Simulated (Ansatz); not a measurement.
PtC (zinc blende, space group No. 216), PBE (plane waves, PAW; program Ansatz), all energies at zero smearing, with the estimated change up to a 700 eV cutoff added, with one set of potentials and settings (totals compare only within such a set). Cell of 2 atoms (1 Pt, 1 C): -12772.191 eV.

```
element                reference phase  E (eV/atom)
-------  -----------------------------  -----------
Pt          Fm-3m, 1 atoms in the cell  -12523.0127
C        P6_3/mmc, 4 atoms in the cell    -250.9479
```

Formation energy per atom, worked out: (-12772.191 − 1×(-12523.0127) − 1×(-250.9479))/2 = 0.885 eV/atom (85 kJ per mol of atoms), at 0 K, without zero-point energy or fitted corrections.

Space group F-43m (zinc blende). The start of the workflow was typed in or built on a structure type; neither database checked (COD, Materials Project) lists it. Its standing as an ambient phase is unchecked. Symmetry was held in the PBE relaxation; its stability against distortions is not shown here. No spin polarisation was allowed. Its formation energy is positive at this level, so the cell may be metastable or incomplete. The references are the lowest solids computed at this level, not always the standard phases. Scalar-relativistic: spin–orbit coupling is off unless named, which matters more the heavier the elements.

Potentials: the later of the program's two PAW sets.
